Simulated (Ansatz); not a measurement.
## Cu3Pd under pressure

Level of theory: DFT LDA, scalar-relativistic, plane waves, PAW (Ansatz 0.2.0). Plane waves to 420 eV; Γ-centred k mesh 12×12×12; Fermi-Dirac smearing of 0.15 eV. No spin polarisation. Phonons by linear response, acoustic sum rule imposed.

The cell, relaxed at this level:
```
Cu Pd
1.0
     3.61278    0.00000    0.00000
     0.00000    3.61278    0.00000
     0.00000    0.00000    3.61266
Cu Pd
3 1
Direct
  0.00000 0.50000 0.50000
  0.50000 0.00000 0.50000
  0.50000 0.50000 0.00000
  0.00000 0.00000 0.00000
```

In a metal, frequencies and elastic constants depend on the k mesh and the smearing, soft modes and shear constants most.

Optical modes at Γ (cm⁻¹) at zero pressure: 155, 190, 260.

**Question.** Under hydrostatic pressure the same modes lie at 167, 205, 283 cm⁻¹. What is the pressure, and how much has the cell shrunk?

**Answer.** 8 GPa; the volume is 3.6 % smaller.